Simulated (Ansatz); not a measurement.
According to PBE+D3(BJ) in the plane-wave PAW code Ansatz, CuC6 in the hexagonal phase (P6/mmm; C on 6j, Cu on 1b) relaxes to a = 4.265 Å, c = 5.461 Å. C has 3 nearest neighbours from 1.42 Å (trigonal planar). Its formation energy from the elements is 0.47 eV/atom, with no fitted shifts.

Electronic character: metallic (no gap).

The start of the workflow was typed in or built on a structure type; neither database checked (COD, Materials Project) lists it. Its standing as an ambient phase is unchecked. The PBE+D3(BJ) relaxation kept the symmetry of its start; its stability against distortions is not shown here. The run is not spin-polarised. Its formation energy is positive at this level, so the cell may be metastable or incomplete. The references are the lowest solids computed at this level, not always the standard phases.

Potentials: the earlier of the program's two PAW sets.
